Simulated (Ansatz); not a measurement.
**Question.** Each is relaxed and computed with r²SCAN (plane waves, PAW; program Ansatz). Which is the only metal?
A) VBiO4, C2 (V on 2a, Bi on 2b, O on 4c, O on 4c)
B) V3Sb, A15 (Cr3Si type)
C) GaSb, P6_3mc (Ga on 2b, Sb on 2b, Ga on 2a, Sb on 2a)
D) V2O5, Pmmn (V on 4e, O on 2a, O on 4e, O on 4e)

**Answer.** B, V3Sb, A15 (Cr3Si type). V3Sb: metal; VBiO4: gap 3.26 eV (direct); GaSb: gap 0.42 eV (direct); V2O5: gap 2.20 eV (indirect). Built on a structure type that need not be the filed one of that space group: GaSb, P6_3mc (Ga on 2b, Sb on 2b, Ga on 2a, Sb on 2a). Not the usual ambient phase: VBiO4, C2 (V on 2a, Bi on 2b, O on 4c, O on 4c); GaSb, P6_3mc (Ga on 2b, Sb on 2b, Ga on 2a, Sb on 2a). Standing as an ambient phase not checked: V3Sb, A15 (Cr3Si type); V2O5, Pmmn (V on 4e, O on 2a, O on 4e, O on 4e). Began spin-polarised and lost the moments: V3Sb, A15 (Cr3Si type). All cells were relaxed under the symmetry of their starts (and spin orders); stability against distortions was not tested throughout. Rows with no word on spin ran without spin polarisation. Spin–orbit coupling is left out wherever it is not named.

Potentials: the later of the program's two PAW sets.
